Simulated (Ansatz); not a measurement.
## Data sheet: C (DFT)

C:
```
C
1.0
   -2.42920     2.42920     2.42920
    2.42920    -2.42920     2.42920
    2.42920     2.42920    -2.42920
C
8
Direct
  0.32547   0.32547   0.32547
  0.00000   0.00000   0.67453
  0.00000   0.67453   0.00000
  0.67453   0.00000   0.00000
  0.00000   0.00000   0.32547
  0.67453   0.67453   0.67453
  0.00000   0.32547   0.00000
  0.32547   0.00000   0.00000
```

Space group Im-3m (No. 229); conventional cell a = b = c = 4.858 Å, α = β = γ = 90.00°.

Method: plane-wave PAW r²SCAN (Ansatz code). Structure relaxed to zero pressure with the same functional. Other levels are named where they apply.

**Cell and energy**

```json
{
  "volume_per_atom": "7.17 Å³",
  "density": "2.78 g/cm³"
}
```

**Electronic structure**

```json
{
  "band_gap": "3.06 eV (indirect)",
  "valence_band_maximum": "at H",
  "conduction_band_minimum": "on the Γ–P line, 64 % of the way from Γ (8 equivalent valleys)",
  "smallest_direct_gap_on_the_standard_path": "4.16 eV",
  "electron_effective_mass": "0.46, 0.46, 0.73 mₑ (principal values)",
  "HSE06 gap on the r²SCAN cell": "4.11 eV"
}
```

**Mechanics**

```json
{
 "Bulk modulus (Birch–Murnaghan fit)": "321 GPa",
 "Pressure derivative B′": "3.8",
 "Elastic constants (relaxed ions, GPa)": "C11 = 514, C12 = 225, C44 = 303",
 "mechanical_stability": "stable (all eigenvalues of C positive)",
 "hill_bulk_and_shear_moduli": "322 and 225 GPa",
 "Young's modulus": "547 GPa",
 "Poisson's ratio": "0.22",
 "debye_temperature_from_the_elastic_constants": "1540 K"
}
```

The start of the workflow was typed in or built on a structure type; neither database checked (COD, Materials Project) lists it. It is not the phase usual at ambient conditions (space group No. 194, 227). Symmetry was held in the r²SCAN relaxation; its stability against distortions is not shown here.

Potentials: the earlier of the program's two PAW sets.
